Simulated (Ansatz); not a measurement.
# Stress against strain in Sn

```
CELL_PARAMETERS angstrom
-1.59075 1.59075 2.91565
1.59075 -1.59075 2.91565
1.59075 1.59075 -2.91565
ATOMIC_POSITIONS crystal
Sn 0.00000 0.00000 0.00000
```

Conventional cell: a = 3.182 Å, b = 3.182 Å, c = 5.831 Å, α = 90.00°, β = 90.00°, γ = 90.00°. Sn (atom 1) has 4 Sn at 3.18 Å as nearest neighbours.

The cell comes from COD entry 1540069, which wasn't checked; take it as a given geometry.

No spin–orbit coupling, which matters for the heavy atoms here.

These are results of DFT, PBEsol, all-electron LAPW, scalar-relativistic in Ansatz 0.2.0, not measurements.

Sampling and basis: a Γ-centred 15×15×18 k mesh, Fermi–Dirac smearing of 0.08 eV, basis error target 0.25 meV/atom, no spin polarisation; this mesh doesn't keep the crystal's whole symmetry, which leaves small spurious terms.

The strain is applied along the Cartesian axes of the cell as listed (the other components stay zero). Fractional coordinates are held (clamped ions).

σ is the change of stress from the unstrained cell, which is at -4.10 GPa; tension is positive, so slopes are stress–strain coefficients at that pressure. In a metal the k mesh adds noise.

Only quantities that a quadratic follows smoothly over the whole series are listed; rougher ones are left out.

```csv
εzz,σzz (GPa),σxx (GPa)
-0.0200,-0.45,-0.60
-0.0100,-0.20,-0.29
0.0000,0.00,0.00
0.0200,0.42,0.50
```

Fit the series and read off the stiffness at zero strain.

Least-squares fits y = p0 + p1 x + p2 x² to the rows give σzz (GPa): p1 = 21.6, p2 = -57; σxx (GPa): p1 = 27.5, p2 = -120. So C33 = 22 GPa and C13 = 28 GPa, for these axes.

One run, at εzz = 0.0100, is withheld. Predict its row.

The fits give 0.22, 0.26; the run gave 0.20, 0.26.
